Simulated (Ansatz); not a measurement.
Two-dimensional strain map in ZrPbO₃

These are results of DFT r2SCAN, scalar-relativistic, plane waves, PAW in Ansatz 0.2.0, not measurements. Cutoff 500 eV, Γ-centred 6×6×6 k-points, Gaussian smearing of 0.05 eV. Spin–orbit coupling is left out, which can shift energies with elements as heavy as these. No spin polarisation. Energies are free energies at this smearing, counted from the undisturbed cell; pressure is positive in compression.

Zero of the scan (as given, not relaxed at this level; it stands at -5.6 GPa, and it needn't be the usual structure):

```
Zr Pb O
1.0
     4.20893    0.00000    0.00000
     0.00000    4.20893    0.00000
     0.00000    0.00000    4.20893
Zr Pb O
1 1 3
Cartesian
  0.0000 0.0000 0.0000
  2.1045 2.1045 2.1045
  2.1045 0.0000 0.0000
  0.0000 0.0000 2.1045
  0.0000 2.1045 0.0000
```

The cell is strained by p along both x and y and by q along z, fractional coordinates fixed. Points are written (p, q).

Energy above the undisturbed cell in meV/atom (a dash: not computed):

```csv
p \ q,-0.080,-0.040,0.000,0.040,0.080
-0.080,407.9,270.7,?,188.7,204.4
-0.040,152.5,52.8,20.5,32.9,74.0
0.000,70.8,3.1,0.0,?,102.6
0.040,?,66.8,88.6,150.0,?
0.080,224.3,205.4,248.2,329.2,432.4
```

Fill in the withheld energies.

(-0.080, 0.000): 205.4; (0.000, 0.040): 38.4; (0.040, -0.080): 107.6; (0.040, 0.080): 234.9.

Symmetry holds off the tilts and polar distortions that many cubic perovskites undergo.